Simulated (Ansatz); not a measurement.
AlNi:
```
AlNi
1.0
    0.00000     2.40295     2.40295
    2.40295     0.00000     2.40295
    2.40295     2.40295     0.00000
Ni Al
1 1
Cartesian
  0.00000   0.00000   0.00000
  2.40295   2.40295   2.40295
```

This is the r²SCAN-relaxed structure.

**Question.** All from the program Ansatz at the r²SCAN level (PAW), unless another level is named. Predict the density of states at the Fermi level.

**Answer.** 0.34 states/eV per atom (mean over ±0.08 eV).

**Question.** And the formation energy from the elements (no fitted shifts)?

**Answer.** 0.062 eV/atom.

Space group Fm-3m (rock salt). The start of the workflow was typed in or built on a structure type; neither database checked (COD, Materials Project) lists it. It is not the phase usual at ambient conditions (space group No. 221). The r²SCAN relaxation kept the symmetry of its start. At this level the phase is mechanically unstable. The workflow began spin-polarised and lost its moments. The references are the lowest solids computed at this level, not always the standard phases.

Potentials: the later of the program's two PAW sets.
